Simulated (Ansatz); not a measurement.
SiO$_{2}$:
```cif
data_O6Si3
_chemical_formula_sum 'Si3 O6'
_space_group_name_H-M_alt 'P 1'
_space_group_IT_number 1
_cell_length_a 4.94785
_cell_length_b 4.94785
_cell_length_c 5.44071
_cell_angle_alpha 90.000
_cell_angle_beta 90.000
_cell_angle_gamma 120.000
loop_
_space_group_symop_operation_xyz
  'x, y, z'
loop_
_atom_site_label
_atom_site_type_symbol
_atom_site_fract_x
_atom_site_fract_y
_atom_site_fract_z
_atom_site_occupancy
Si1 Si 0.47032 0.00000 0.83333 1
Si2 Si 0.00000 0.47032 0.16667 1
Si3 Si 0.52968 0.52968 0.50000 1
O1 O 0.41253 0.26701 0.71453 1
O2 O 0.73299 0.14552 0.04786 1
O3 O 0.85448 0.58747 0.38120 1
O4 O 0.14552 0.73299 0.95214 1
O5 O 0.26701 0.41253 0.28547 1
O6 O 0.58747 0.85448 0.61880 1
```

Relaxed with PBEsol.

Task: Which orbitals make up the states near the band edges in the program Ansatz at the PBEsol level (PAW)?

Result: Top 1 eV of the valence band: O 2p 97 %. Bottom 1 eV of the conduction band: Si 3s 46 %, O 2s 23 %, Si 3p 13 %, O 2p 6 %, outside the projected shells 13 %. Projections are on Löwdin-orthogonalised atomic valence shells; empty p or d shells of many metals are not among them.

Task: Tabulate the density of states.

Result: States/eV per cell of 9 atoms, in 0.25 eV bins, energy from the valence-band maximum.

```
E (eV)  total  O 2p  Si 3p  O 2s
------  -----  ----  -----  ----
-7.85    0.37  0.25   0.02  0.02
-7.60    0.78  0.54   0.05  0.04
-7.35    2.82  1.94   0.23  0.14
-7.10    2.83  1.97   0.25  0.14
-6.85    0.82  0.57   0.08  0.03
-6.60    0.56  0.40   0.07  0.02
-6.35    2.91  2.10   0.40  0.10
-6.10    2.33  1.70   0.34  0.07
-5.85    1.61  1.20   0.26  0.04
-5.60    1.05  0.79   0.21  0.01
-5.35    9.75  7.48   2.10  0.03
-5.10    6.04  4.68   1.23  0.03
-4.85    5.56  4.39   1.05  0.04
-4.60    2.57  2.07   0.45  0.01
-4.35    0.01  0.01   0.00  0.00
-4.10    0.00  0.00   0.00  0.00
-3.85    0.00  0.00   0.00  0.00
-3.60    0.00  0.00   0.00  0.00
-3.35    0.11  0.09   0.02  0.01
-3.10    9.00  7.20   1.15  0.49
-2.85    6.36  5.33   0.56  0.31
-2.60    7.21  6.44   0.37  0.21
-2.35    5.64  5.15   0.24  0.11
-2.10    7.88  7.23   0.29  0.17
-1.85    5.65  5.19   0.21  0.11
-1.60    8.66  8.01   0.34  0.14
-1.35    7.56  7.06   0.26  0.08
-1.10    9.10  8.62   0.22  0.10
-0.85    8.16  7.77   0.16  0.09
-0.60    5.95  5.71   0.10  0.06
-0.35    7.54  7.33   0.07  0.04
-0.10    7.17  7.04   0.04  0.03
0.15     0.00  0.00   0.00  0.00
0.40     0.00  0.00   0.00  0.00
0.65     0.00  0.00   0.00  0.00
0.90     0.00  0.00   0.00  0.00
1.15     0.00  0.00   0.00  0.00
1.40     0.00  0.00   0.00  0.00
1.65     0.00  0.00   0.00  0.00
1.90     0.00  0.00   0.00  0.00
2.15     0.00  0.00   0.00  0.00
2.40     0.00  0.00   0.00  0.00
2.65     0.00  0.00   0.00  0.00
2.90     0.00  0.00   0.00  0.00
3.15     0.00  0.00   0.00  0.00
3.40     0.00  0.00   0.00  0.00
3.65     0.00  0.00   0.00  0.00
3.90     0.00  0.00   0.00  0.00
4.15     0.00  0.00   0.00  0.00
4.40     0.00  0.00   0.00  0.00
4.65     0.00  0.00   0.00  0.00
4.90     0.00  0.00   0.00  0.00
5.15     0.00  0.00   0.00  0.00
5.40     0.00  0.00   0.00  0.00
5.65     0.00  0.00   0.00  0.00
5.90     0.09  0.00   0.00  0.02
6.15     0.20  0.01   0.02  0.05
6.40     0.29  0.02   0.04  0.07
6.65     0.38  0.03   0.06  0.09
6.90     0.48  0.04   0.10  0.11
7.15     0.60  0.05   0.14  0.13
7.40     0.75  0.07   0.19  0.16
7.65     0.95  0.09   0.26  0.20
7.90     1.34  0.13   0.39  0.28
8.15     1.52  0.15   0.45  0.32
8.40     1.74  0.17   0.50  0.37
8.65     0.95  0.09   0.33  0.19
8.90     6.02  0.49   2.79  0.95
9.15     5.72  0.40   2.93  0.76
9.40     4.98  0.41   2.65  0.62
9.65     5.57  0.55   3.01  0.60
9.90     5.48  0.57   2.99  0.56
10.15    5.61  0.63   2.88  0.44
10.40    6.55  0.77   3.43  0.47
```

Space group P3_121. The PBEsol relaxation kept the symmetry of its start.

Potentials: the later of the program's two PAW sets.
